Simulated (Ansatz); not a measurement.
Starting cell, Te (trigonal-Te type, space group P3_121):

```
CELL_PARAMETERS angstrom
      4.52090     0.00000     0.00000
     -2.26045     3.91521     0.00000
      0.00000     0.00000     5.95427
ATOMIC_POSITIONS crystal
  Te 0.26811 0.00000 0.33333
  Te 0.00000 0.26811 0.66667
  Te 0.73189 0.73189 0.00000
```

In this cell atom 2 (Te, nearest neighbour Te at 2.889 Å; its periodic images, 4.5 Å or more away, move with it) is moved by s towards the nearest neighbour, unit vector (0.629, -0.363, -0.687); all other atoms and the cell stay fixed.

Method: PBE (plane waves to 420 eV, PAW, scalar-relativistic; Ansatz, a first-principles code). k mesh 7×7×5 (Γ-centred), Fermi-Dirac smearing 0.05 eV. The energy includes the smearing's −TS. Left out: 1 of 11 points, with atoms too close for the PAW data. As the smearing reaches across the gap at some points, energies and forces of such displacements shift with the k mesh and the smearing. F∥ is the force on the atom along that direction. Spin-orbit coupling is left out, though Te is heavy. Te was relaxed with its symmetry unable to fall. The zero of ΔE is the undisplaced structure.

### Question
Estimate the ΔE (meV/cell) and F∥ (eV/Å) for s (Å) = -0.522, -0.174, 0.174, 0.522, 0.696.

### Answer
| s (Å) | ΔE (meV/cell) | F∥ (eV/Å) |
|---|---|---|
| -0.522 | 271 | 0.788 |
| -0.174 | 49 | 0.486 |
| 0.174 | 80 | -1.037 |
| 0.522 | 1227 | -6.718 |
| 0.696 | 2938 | -13.666 |

(For displaced atoms, the force is minus the slope of the energy, and its curvature is a force constant, which sets phonon frequencies.)
